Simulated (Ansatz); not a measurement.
Input:

Ga:
```
CELL_PARAMETERS angstrom
      2.23602    -3.79761     0.00000
      2.23602     3.79761     0.00000
      0.00000     0.00000     4.52519
ATOMIC_POSITIONS crystal
  Ga 0.65602 0.34398 0.41536
  Ga 0.34398 0.65602 0.58464
  Ga 0.84398 0.15602 0.91536
  Ga 0.15602 0.84398 0.08464
```

This is the r²SCAN-relaxed structure.

Question: All from r²SCAN (plane waves, PAW; program Ansatz), unless another level is named. Give the density of states at the Fermi level.

Answer: 0.14 states/eV per atom (mean over ±0.08 eV).

Question: Give the gap with spin–orbit coupling.

Answer: none (metallic).

Space group Cmce (α-Ga). The cell was relaxed with r²SCAN under the symmetry of its start; of distortions, only those at the zone centre were tested. Scalar-relativistic: spin–orbit coupling is off unless named, which matters more the heavier the elements.

Potentials: the later of the program's two PAW sets.
